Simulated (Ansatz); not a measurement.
BeCd3S4: rattling a relaxed structure

The structure comes from a proposed guess, relaxed at this level; another structure or a mixture of phases may lie lower.

Method: DFT PBE, scalar-relativistic, plane waves, PAW (Ansatz 0.2.0). Plane waves to 420 eV, a k mesh through Γ of 4×4×4 on the computed 16-atom cell and Gaussian smearing (0.02 eV); no spin polarisation.

The cell below (16 atoms, space group Pmn2_1 (No. 31)) is relaxed within its symmetry.

```
Be Cd S
1.0
     7.96454    0.00000    0.00000
     0.00000    6.90916    0.00000
     0.00000    0.00000    6.54326
Be Cd S
2 6 8
Direct
  0.00000 0.82700 0.99300
  0.50000 0.17300 0.49300
  0.74732 0.67217 0.49669
  0.25268 0.67217 0.49669
  0.00000 0.15095 0.49304
  0.24732 0.32783 0.99669
  0.75268 0.32783 0.99669
  0.50000 0.84905 0.99304
  0.00000 0.82102 0.31841
  0.00000 0.11771 0.88407
  0.22153 0.68264 0.88655
  0.77847 0.68264 0.88655
  0.50000 0.17898 0.81841
  0.50000 0.88229 0.38407
  0.27847 0.31736 0.38655
  0.72153 0.31736 0.38655
```

For the test it was strained at random (σ = 1.5 % a component), the atoms were moved at random (σ = 0.15 Å), and all was relaxed again on a coarse 2×2×2 mesh (in the run’s order of axes) with 0.10 eV smearing, with no symmetry imposed.

Task: Is the structure stable against such a distortion?

Result: It returns, within 1 meV/atom of the unmoved cell on that mesh and with the same symmetry when read at 0.1 Å. No instability shows in this cell; modes of other wave vectors, which need another repeat, aren't tested.
